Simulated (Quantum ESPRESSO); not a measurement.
pw.x input (Quantum ESPRESSO 7.5; PBEsol, PseudoDojo standard norm-conserving files, scalar-relativistic):

```
&CONTROL
  calculation = 'scf'
  pseudo_dir = './pseudo'
  outdir = './out'
  tprnfor = .true.
  tstress = .true.
/
&SYSTEM
  ibrav = 0
  nat = 9
  ntyp = 3
  ecutwfc = 84.0
  ecutrho = 336.0
  occupations = 'smearing'
  smearing = 'fd'
  degauss = 0.002
  nbnd = 25
/
&ELECTRONS
  conv_thr = 9e-10
/
ATOMIC_SPECIES
H 1.0080 H.upf
K 39.0983 K.upf
Pt 195.0840 Pt.upf
CELL_PARAMETERS angstrom
  0.000000000000   4.060020000000   4.060020000000
  4.060020000000   0.000000000000   4.060020000000
  4.060020000000   4.060020000000   0.000000000000
ATOMIC_POSITIONS crystal
H   0.797860000000   0.797860000000   0.202140000000
H   0.202140000000   0.202140000000   0.797860000000
H   0.202140000000   0.797860000000   0.797860000000
H   0.797860000000   0.202140000000   0.202140000000
H   0.797860000000   0.202140000000   0.797860000000
H   0.202140000000   0.797860000000   0.202140000000
K   0.750000000000   0.750000000000   0.750000000000
K   0.250000000000   0.250000000000   0.250000000000
Pt   0.000000000000   0.000000000000   0.000000000000
K_POINTS automatic
6 6 6 0 0 0
```

End of the output:

```
     total energy              =    -388.27918221 Ry
     estimated scf accuracy    <       0.00000005 Ry
     total energy              =    -388.27918224 Ry
     estimated scf accuracy    <          8.9E-09 Ry
     total energy              =    -388.27918224 Ry
     estimated scf accuracy    <          1.3E-09 Ry
[...]
     the Fermi energy is     4.3437 ev
!    total energy              =    -388.27918224 Ry
     estimated scf accuracy    <          3.9E-11 Ry
     smearing contrib. (-TS)   =       0.00000000 Ry
     internal energy E=F+TS    =    -388.27918224 Ry
     The total energy is F=E-TS. E is the sum of the following terms:
     one-electron contribution =    -250.26062307 Ry
     hartree contribution      =     130.77116127 Ry
     xc contribution           =     -76.69076772 Ry
     ewald contribution        =    -192.09895272 Ry
     convergence has been achieved in  10 iterations
     Forces acting on atoms (cartesian axes, Ry/au):
     atom    1 type  1   force =     0.00000000    0.00000000   -0.00231281
     atom    2 type  1   force =     0.00000000   -0.00000000    0.00231281
     atom    3 type  1   force =    -0.00231281    0.00000000    0.00000000
     atom    4 type  1   force =     0.00231281    0.00000000    0.00000000
     atom    5 type  1   force =     0.00000000   -0.00231281    0.00000000
     atom    6 type  1   force =    -0.00000000    0.00231281    0.00000000
     atom    7 type  2   force =     0.00000000   -0.00000000   -0.00000000
     atom    8 type  2   force =    -0.00000000    0.00000000    0.00000000
     atom    9 type  3   force =     0.00000000   -0.00000000   -0.00000000
     Total force =     0.005665     Total SCF correction =     0.000003
     Computing stress (Cartesian axis) and pressure
          total   stress  (Ry/bohr**3)                   (kbar)     P=       -1.25
  -0.00000848   0.00000000   0.00000000           -1.25        0.00        0.00
   0.00000000  -0.00000848  -0.00000000            0.00       -1.25       -0.00
  -0.00000000  -0.00000000  -0.00000848           -0.00       -0.00       -1.25
```
In a gapped system the printed Fermi energy is only some level inside the gap.

Spin-orbit coupling is not included.

Geometry of the Materials Project entry, not relaxed at this level.
